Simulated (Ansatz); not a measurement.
**Relaxing a structure of Al₂O₃**

The start is a relaxed Al2O3 cell shaken by Gaussian noise of σ = 0.08 Å a coordinate. A full variable-cell relaxation at zero pressure is run with PBEsol (plane waves to 420 eV, PAW, scalar-relativistic; Ansatz, a first-principles code). First-step values are on the input's coarse k-mesh.

Ansatz input (later rounds restart from its end on a renewed k-mesh):
Ansatz 0.2 input:
```yaml
crystal:
  lattice:
    - [5.4536470916, 0, 0]
    - [0, 5.4536470916, 0]
    - [0, 0, 2.7770028239]
  atoms:
    - { symbol: O, position: [0.0107581018, 0.0086355557, -0.0341604537] }
    - { symbol: O, position: [0.5101848272, 0.5321785295, -0.0317010046] }
    - { symbol: O, position: [0.1560746648, 0.6357003048, 0.5508973973] }
    - { symbol: O, position: [0.6448371358, 0.8561851237, 0.4773173076] }
    - { symbol: O, position: [0.3823226597, 0.1589479413, 0.5011374496] }
    - { symbol: O, position: [0.8377895054, 0.3733265815, 0.4711152573] }
    - { symbol: Al, position: [0.2928756258, 0.7995894959, -0.065029117] }
    - { symbol: Al, position: [0.7839105887, 0.6958480515, -0.0147662214] }
    - { symbol: Al, position: [0.1897845859, 0.3280386273, -0.0213806834] }
    - { symbol: Al, position: [0.7038159407, 0.1806036834, -0.0146441529] }
basis: { ecutwfc: 420, ecutrho_ratio: 4, xc_grid: 2, fft_grid_basis: typed }
kpoints: { mp_grid: { grid: [4, 4, 8] } }
hamiltonian:
  xc: pbesol
  dispersion: none
  pseudopotentials: { azcp: { folder: ./paw }, kind: paw }
scf: { occupations: { method: fermi_dirac, width: 0.05 } }
relax: { f_tol: 0.01, max_steps: 100, cell: { stress_tol: 0.02 } }
output: { forces: true, stress: true }
```

### Question
How large is the pressure on the unrelaxed cell, and of which sign?

### Answer
+8.2 GPa (positive: the cell is compressed).

### Question
What is the largest force in the starting geometry, and on which atom (counted from 1)?

### Answer
6.63 eV/Å, on O3 (atoms numbered as listed).

### Question
By how much does the energy per atom fall from start to end?

### Answer
0.82 eV/atom.

### Question
How does the volume change?

### Answer
+17.1 %, from 8.26 to 9.68 Å³/atom.

### Question
Does it find its way back to the structure it was made from?

### Answer
It does not go back: it reaches C2 (No. 5), 695 meV/atom below the parent.

### Question
How do the shortest distances between atoms change?

### Answer
The closest pairs of elements (up to four, under 3.6 Å), start → end: Al–O 1.58 → 1.78 Å; O–O 2.19 → 2.62 Å; Al–Al 2.64 → 2.95 Å.

### Question
Write out the relaxed structure.

### Answer

```cif
data_Al4O6
_chemical_formula_sum 'O6 Al4'
_space_group_name_H-M_alt 'C2'
_space_group_IT_number 5
_space_group_name_Hall 'C 2y'
_cell_length_a 3.59684
_cell_length_b 4.67299
_cell_length_c 6.02911
_cell_angle_alpha 90.000
_cell_angle_beta 107.289
_cell_angle_gamma 90.000
loop_
_atom_site_label
_atom_site_type_symbol
_atom_site_symmetry_multiplicity
_atom_site_Wyckoff_symbol
_atom_site_fract_x
_atom_site_fract_y
_atom_site_fract_z
_atom_site_occupancy
O1 O 4 c 0.16245 0.83594 0.32618 1
O2 O 2 a 0.00000 0.26938 0.00000 1
Al1 Al 2 b 0.50000 0.58726 0.50000 1
Al2 Al 2 a 0.00000 0.88087 0.00000 1
```
(The calculation used a cell of 5 atoms; values per cell refer to that cell.)

Final values are on a 12×12×6 k-mesh of the relaxed cell. No spin polarisation in the result.

The relaxed structure here is a generated cell of Al2O3: the first start was made by placing the elements on the sites of a structure type, and the end was not matched to a known phase here, so it may be hypothetical. Known forms of Al2O3 include space group No. 167.
